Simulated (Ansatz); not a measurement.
# Eu and Gd sharing the Eu sites of EuMn2P2

All numbers are calculated (PBEsol, collinear spin, no spin-orbit coupling; Ansatz, PAW set soft_2, 420 eV, k-mesh 4×3×3), not measured.

End member EuMn2P2, relaxed:

```
CELL_PARAMETERS angstrom
0.00000 0.00000 -6.72401
-3.74346 6.48386 0.00000
7.48692 0.00000 0.00000
ATOMIC_POSITIONS crystal
Eu 0.00000 0.50000 0.50000
Eu 0.00000 0.00000 0.50000
Eu 0.00000 0.50000 0.00000
Eu 0.00000 0.00000 0.00000
Mn 0.38479 0.33333 0.16667
Mn 0.38479 0.83333 0.16667
Mn 0.38479 0.33333 0.66667
Mn 0.38479 0.83333 0.66667
Mn 0.61521 0.16667 0.33333
Mn 0.61521 0.66667 0.33333
Mn 0.61521 0.16667 0.83333
Mn 0.61521 0.66667 0.83333
P 0.71782 0.33333 0.16667
P 0.71782 0.83333 0.16667
P 0.71782 0.33333 0.66667
P 0.71782 0.83333 0.66667
P 0.28218 0.16667 0.33333
P 0.28218 0.66667 0.33333
P 0.28218 0.16667 0.83333
P 0.28218 0.66667 0.83333
```

The end members, relaxed in this structure: Eu: 16.32 Å³ an atom; Gd: 15.92 Å³ an atom. The 4 Eu sites of a small cell are then shared in one or more ways, and cell and atoms relax.

Task: Do the two mix?

Result: 

```csv
sites taken,mixing energy (meV a mixed site),volume (Å³ an atom),volume over the mean of the ends (%),moment (μB)
"2 Eu, 2 Gd",-5.7,16.14,0.2,14.9
"3 Eu, 1 Gd",50,16.22,0.0,13.2
"1 Eu, 3 Gd",-9.7,16.08,0.4,1.9
```

Some mixed cells lie above the end members and some below. As a regular solution, energy = Ω x (1 − x), this gives Ω of -52 to 265 meV a site, by these few small cells. The end members were relaxed in their own small cells and meshes; in the cell and mesh used here they stand at 0.12 and 0.43 GPa, so excess volumes under about 1 % aren't settled.

One relaxed mixed cell (EuGd3Mn8P8):

```
mixed
1.0
    -0.0018    0.0020   -6.5376
    -3.7679    6.5266   -0.0030
     7.5364    0.0004    0.0021
Gd Eu Mn P
3 1 8 8
Direct
  0.9995 0.4994 0.4994
  0.9995 0.9994 0.4994
  0.9995 0.4994 0.9994
  0.9995 0.9994 0.9994
  0.3776 0.3344 0.1669
  0.3777 0.8319 0.1670
  0.3797 0.3327 0.6661
  0.3776 0.8319 0.6644
  0.6214 0.1669 0.3345
  0.6193 0.6660 0.3328
  0.6213 0.1669 0.8319
  0.6214 0.6644 0.8320
  0.7207 0.3326 0.1661
  0.7208 0.8327 0.1661
  0.7254 0.3327 0.6662
  0.7207 0.8326 0.6661
  0.2783 0.1662 0.3327
  0.2736 0.6661 0.3327
  0.2782 0.1661 0.8328
  0.2783 0.6662 0.8328
```

Caveats: 4f shell without a U, which puts 4f levels too near the Fermi level; Gd without a U keeps its half-filled shell, but its 4f levels lie too near the Fermi level; the moment set at the start was not kept; open f or d shells may hold a state above the lowest; a small cell repeats its arrangement periodically, so this isn't a truly random crystal; the end members kept the symmetry of the structure while the mixed cells were free to distort, which can lower these; an end member made by putting another element on the site need not exist, and other phases weren't compared.
